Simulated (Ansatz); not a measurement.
## What is wrong with this input? (SnTe3)

The input below was meant for crystalline SnTe3, with PBE, plane waves and PAW in Ansatz. Its settings were carried over from an input for a code that works in rydberg.

```yaml
crystal:
  lattice:
    - [0.0, 3.861219, 3.861219]
    - [3.861219, 0.0, 3.861219]
    - [3.861219, 3.861219, 0.0]
  atoms:
    - { symbol: Sn, position: [0.0, 0.0, 0.0] }
    - { symbol: Te, position: [0.25, 0.25, 0.25] }
    - { symbol: Te, position: [0.75, 0.75, 0.75] }
    - { symbol: Te, position: [0.5, 0.5, 0.5] }
basis:
  ecutwfc: 50
kpoints:
  mp_grid: { grid: [10, 10, 10] }
hamiltonian:
  xc: pbe
scf:
  occupations: { method: gaussian, width: 0.1 }
output:
  forces: true
  stress: true
  eigenvalues: true
```

The program printed (HF is the Harris–Foulkes energy, dr2 the density residual in eV):

```text
Warning: basis.ecutwfc = 50 eV is below the records' recommended 420 eV, and the density's cutoff is lower with it unless basis.ecutrho_ratio is high enough to keep the records' density cutoff: compare with a run at a higher cutoff
Pseudopotential: Sn, paw, valence charge 14, recommended cutoff 420 eV (normal)
Pseudopotential: Te, paw, valence charge 16, recommended cutoff 420 eV (normal)
Crystal: 4 atoms, lattice volume = 115.134 Å³
Basis set: ecut = 50 eV, 89 PW (Γ), exchange–correlation on 30×30×30 points (8 copies of the dense FFT grid, shifted against one another)
Bands: 38, of which v1, the nominal top of the filled ones, is band 31 counted from 1 (30 counted from 0)
Symmetry: 48 space group operations
Space group: Fm-3m (ITA 225), of the structure as read, at distance tolerance 4.9e-5 Å
k-points: 47 of 1000
Initial density: superposition of atomic densities, corrected by the library's trained network
SCF iter   1: HF=-25399.039433 eV  Δρ=1.42e0  dr2=2.24e3
SCF iter   2: HF=-24137.720794 eV  Δρ=1.97e-1  dr2=7.75e1
SCF iter   3: HF=-24083.197547 eV  Δρ=5.48e-2  dr2=8.93e0
SCF iter   4: HF=-24080.747921 eV  Δρ=1.10e-2  dr2=1.33e-1
   ...
SCF iter  12: HF=-24080.713667 eV  Δρ=4.47e-5  dr2=7.54e-6
SCF iter  13: HF=-24080.713667 eV  Δρ=4.72e-5  dr2=8.32e-6
SCF iter  14: F=-24080.713665 eV  HF=-24080.713665 eV  Δρ=2.33e-7  dr2=1.44e-10
the search or the solves at the SCF's close seem to have found levels that the self-consistency loop had missed (the run counts 2). By its estimate they hold under 1e-12 electrons; where the run keeps them, the occupations were computed again with them
Error: refused after 14 iterations: one_centre_occupation = 2.56e0 (threshold 2.00e0); read on the Te atom at site 3 (counted from 0), in its partial waves of l = 0. The loop had accepted its state. The figure is how many electrons the atom's PAW partial-wave expansion lays in one spin orbital inside its sphere …
```

Question: What is the cause?
A. A cutoff meant in rydberg typed as eV
B. A smearing wider than the gap allows
C. A Hubbard U on a shell that the atom lacks
D. Cartesian positions typed as fractional ones
E. Starting moments far too small

Answer: A. A bare number is read in eV; 1 Ry is 13.606 eV. The cure is a cutoff in eV, here the recommended one.

Fix:

```diff
 basis:
-  ecutwfc: 50
+  ecutwfc: 420
```

The mended run converges, with no gap, a pressure of 0.00 GPa.